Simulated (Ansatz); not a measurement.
Computed with Ansatz, DFT PBE, scalar-relativistic, plane waves, PAW. Settings: cutoff 420 eV, Γ-centred meshes spaced at most about 0.3 Å⁻¹, and about 0.25 Å⁻¹ or finer for metals (2π included), Gaussian smearing. No spin polarisation in the final relaxations.

Temperature and zero-point effects are left out. All come from trial cells, and lower structures may exist.

**Question.** Order these relaxed structures of ScSb2N3 by energy, lowest first, with the energy over the lowest of them.
A.

```xyz
6
Lattice="2.9631 1.7108 3.0701 -2.9631 1.7108 3.0701 0.0000 -3.4215 3.0701" Properties=species:S:1:pos:R:3 pbc="T T T"
Sc    0.0000    0.0000    0.0000
Sb    0.0000    0.0000    6.4125
Sb    0.0000    0.0000    2.7978
N     0.0000   -1.7108    1.5351
N     1.4816    0.8554    1.5351
N    -1.4816    0.8554    1.5351
```

B.

```xyz
6
Lattice="5.0203 0.0000 0.0000 -2.5102 4.3477 0.0000 0.0000 0.0000 4.1919" Properties=species:S:1:pos:R:3 pbc="T T T"
Sc    0.0000    0.0000    2.0959
Sb    0.0000    2.8985    0.0000
Sb    2.5102    1.4492    0.0000
N     0.0000    0.0000    0.0000
N     0.0000    2.8985    2.0959
N     2.5102    1.4492    2.0959
```

C.

```xyz
6
Lattice="4.7818 0.0000 0.0000 0.0000 4.7818 0.0000 0.0000 0.0000 4.3429" Properties=species:S:1:pos:R:3 pbc="T T T"
Sc    0.0000    0.0000    0.0000
Sb    2.3909    0.0000    2.1714
Sb    0.0000    2.3909    2.1714
N     2.3909    0.0000    0.0000
N     0.0000    2.3909    0.0000
N     0.0000    0.0000    2.1714
```

D.

```xyz
6
Lattice="3.2251 0.0000 0.0000 0.0000 3.2723 0.0000 0.0000 0.0000 8.8378" Properties=species:S:1:pos:R:3 pbc="T T T"
Sc    1.6125    1.6362    2.6774
Sb    0.0000    1.6362    8.6387
Sb    0.0000    0.0000    5.6351
N     1.6125    0.0000    7.5903
N     1.6125    0.0000    1.5708
N     1.6125    1.6362    4.8201
```

**Answer.** A (0 meV/atom), C (187 meV/atom), D (543 meV/atom), B (581 meV/atom). Forms: A R-3m; C P4/mmm; D Pmm2; B P6/mmm. Counting N atoms around Sb and Sc (those within 1.25 times the shortest such distance or 1.15 times the sum of covalent radii, 1.27 where that leaves under three; a plus sign parts nearer from farther groups; the shortest distance is added where it exceeds 1.18 times the sum of covalent radii; a slash parts the counts of unlike sites): A has Sc 6, Sb 3; C has Sc 2+4, Sb 2+2; D has Sc 3, Sb 6/4+4 from 2.5 Å; B has Sc 2+6, Sb 2. B holds Sb–Sb nets (shortest 2.90 Å) (bonds between like non-metal atoms; other contacts aren't counted).

These runs have no spin–orbit coupling, which can matter for Sb. Cells relaxed within their symmetry can be saddle points. Some structure types and database cells were kept out of the candidates from the start, so a known form may be missing.
